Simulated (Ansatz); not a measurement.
A geometry of Nb away from equilibrium: step 2 of the relaxation of a relaxed Nb cell, doubled along one cell vector, shaken by Gaussian noise of σ = 0.08 Å a coordinate. Calculation: PBEsol (plane waves to 420 eV, PAW, scalar-relativistic; Ansatz, a quantum-chemistry and plane-wave program). Γ-centred k-mesh 13×7×3 on the run's cell (coarser than for final values), Fermi–Dirac smearing 0.05 eV.

```xyz
8
Lattice="2.8362 -0.0018 -0.0034 -2.8394 4.9056 -0.0063 -0.0125 -0.0207 10.4023" Properties=species:S:1:pos:R:3:forces:R:3 pbc="T T T" free_energy=-35961.255 pressure_GPa=0.3
Nb     0.1328     0.0902    -0.0912   -0.0947    0.0442    1.1529
Nb    -1.3672     2.5222    -0.0201    0.2080    0.1991    0.8443
Nb    -0.0840     0.0149     5.1535   -0.2847    0.0984    1.0383
Nb    -1.6310     2.4859     5.1391    0.0767   -0.1231    1.1108
Nb    -0.0274     1.6418     2.6634   -0.0592    0.1809   -1.1403
Nb    -1.4724     4.1239     2.6428    0.1082   -0.1885   -1.1173
Nb     1.4485     0.7651     7.8200    0.1465   -0.3170   -0.9629
Nb     0.1003     3.1831     7.8501   -0.1006    0.1059   -0.9259
```

Positions in Å, forces in eV/Å, free energy of the cell in eV (comparable only within this code, potentials and settings). Largest force: 1.16 eV/Å, on Nb1, Nb5 (atoms numbered as listed); the geometry lies 0.34 eV/atom above the end of its relaxation.

No spin polarisation in the result.

Of the parent cell (P6₃/mmc (No. 194)): it is a generated cell of Nb: the first start was made by placing the elements on the sites of a structure type, and the end was not matched to a known phase here, so it may be hypothetical. Known forms of Nb include space group No. 229.
